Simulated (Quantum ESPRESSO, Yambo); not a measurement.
BaTiO₃ (space group P4mm, No. 99). The geometry is that of Materials Project entry mp-5986, symmetrised and not relaxed again. Chain: PBEsol (pw.x of Quantum ESPRESSO, ONCV potentials, scalar-relativistic); G0W0 in Yambo (4×4×4 Γ-centred k mesh, bands 2 to 127 and a 8 Ry block in the screening, 127 bands in G with the Bruneval-Gonze terminator, plasmon pole fitted at 27.2 eV); BSE (6×6×6 mesh, 3 valence and 3 conduction bands, static screening with 44 bands and a 3 Ry block, scissor 1.56 eV, Tamm-Dancoff).

| Property | Result |
|---|---|
| PBEsol gap (dense path) | 1.81 eV |
| PBEsol gap A → Γ on the GW mesh | 1.81 eV |
| PBEsol smallest direct gap on the GW mesh, at Γ | 2.24 eV |
| G0W0 direct gap at that point | 3.81 eV |
| G0W0 correction to the gap A → Γ | 1.55 eV |
| lowest exciton | no binding energy given (see below) |

Rough cost of the Yambo steps against G0W0 for 4 states: BSE about 1/3.

Nearest settings tried, and what they do to the gap: 52 bands in G: -45 meV. Not varied: bands in W, block, mesh. So the settings aren't converged at that level. The BSE states are vertical excitations (zero momentum); the indirect quasiparticle gap, about 3.36 eV, is smaller than the direct one (3.81 eV on the GW mesh). The lowest state covers only about 2 of the 216 k points, so the mesh doesn't resolve it: its energy and its distance from the direct gap are mesh artefacts. An extended exciton needs a far denser mesh. Axes are Cartesian, with cell vectors (Å) (3.99, 0.00, 0.00), (0.00, 3.99, 0.00), (0.00, 0.00, 4.10).
